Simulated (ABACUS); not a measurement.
Consider a self-consistent single point of Mo₂N (I4_1/amd, 12 atoms in the cell; from Materials Project mp-27953, changed as shown).

```xyz
12
Lattice="4.2617 0.0000 0.0000 0.0000 4.2617 0.0000 0.0000 0.0000 7.9616" Properties=species:S:1:pos:R:3 pbc="T T T"
Mo     0.0000     2.1308     3.8770
Mo     0.0000     0.0000     1.8866
Mo     2.1308     2.1308     2.0942
Mo     0.0000     2.1308     0.1038
Mo     2.1308     0.0000     7.8578
Mo     2.1308     2.1308     5.8674
Mo     0.0000     0.0000     6.0750
Mo     2.1308     0.0000     4.0846
N      2.1308     0.0000     1.9904
N      2.1308     2.1308     0.0000
N      0.0000     2.1308     5.9712
N      0.0000     0.0000     3.9808
```

Method: ABACUS with PBEsol, numerical atomic orbitals DZP (confined pseudo-atomic orbitals with Gaussian additions; energy shift 0.01 Ry), PseudoDojo 0.4 standard norm-conserving PBEsol (tails mended) pseudopotentials.

ABACUS settings:

```
key                                                                      value
---------------  -------------------------------------------------------------
basis                      DZP numerical atomic orbitals, energy shift 0.01 Ry
KPT                                                          Gamma 6 6 4 0 0 0
basis_type                                                                lcao
ecutwfc                                                                 100 Ry
smearing_method                                                             fd
smearing_sigma                                                   0.00367493 Ry
potentials       PseudoDojo 0.4 standard norm-conserving PBEsol (tails mended)
symmetry                                                                     1
ks_solver                                                        scalapack_gvx
scf_nmax                                                                   100
scf_thr                                                                1.0e-07
mixing_type                                                              pulay
```

Results:

```
Item                                                      Result
------------------------------------------------  --------------
Number of valence electrons                                  132
Number of bands                                               80
Number of k-points after the program's reduction              30
Size of the basis                                            260
Number of SCF iterations                                      10
Free energy E − TS                                -16426.3023 eV
Fermi level (on the code's own zero)                    21.01 eV
Pressure                                               -6.19 GPa
Largest force (vector length)                         0.206 eV/Å
```

Forces (eV/Å):
```json
[
 {"atom": "Mo1", "Fx": "0.000", "Fy": "0.000", "Fz": "0.206"},
 {"atom": "Mo2", "Fx": "0.000", "Fy": "0.000", "Fz": "0.206"},
 {"atom": "Mo3", "Fx": "0.000", "Fy": "0.000", "Fz": "-0.206"},
 {"atom": "Mo4", "Fx": "0.000", "Fy": "0.000", "Fz": "-0.206"},
 {"atom": "Mo5", "Fx": "0.000", "Fy": "0.000", "Fz": "0.206"},
 {"atom": "Mo6", "Fx": "0.000", "Fy": "0.000", "Fz": "0.206"},
 {"atom": "Mo7", "Fx": "0.000", "Fy": "0.000", "Fz": "-0.206"},
 {"atom": "Mo8", "Fx": "0.000", "Fy": "0.000", "Fz": "-0.206"},
 {"atom": "N9", "Fx": "0.000", "Fy": "0.000", "Fz": "0.000"},
 {"atom": "N10", "Fx": "0.000", "Fy": "0.000", "Fz": "0.000"},
 {"atom": "N11", "Fx": "0.000", "Fy": "0.000", "Fz": "0.000"},
 {"atom": "N12", "Fx": "0.000", "Fy": "0.000", "Fz": "0.000"}
]
```

Stress (GPa, positive for compression):
```
-6.51   0.00   0.00
 0.00  -6.51   0.00
 0.00   0.00  -5.55
```

For comparison: a first run was changed to give this one (lattice scaled by 1.02), and from it to this one the free energy falls by 15.8 meV/atom, the pressure goes from 14.80 to -6.19 GPa and the largest force goes from under 0.1 to 0.21 eV/Å.

The atom-centred basis is finite, which shifts total energies, pressures and forces against plane waves. The structure comes from a collection of computed structures, made at another level of theory; the collection holds predicted forms beside known ones. Its lattice was then scaled. No clean gap shows at this smearing width and mesh (spacing up to 0.25 Å⁻¹); the mesh is coarse for partly filled bands, so the values carry mesh errors.

Cost on one core: around 50 core-seconds (rough).

The atomic orbitals were generated for these runs; they are not ABACUS's published sets and were checked against plane waves on a few crystals only.

“Tails mended”: in these copies of the files the far tail of each local potential was reset to the Coulomb form.
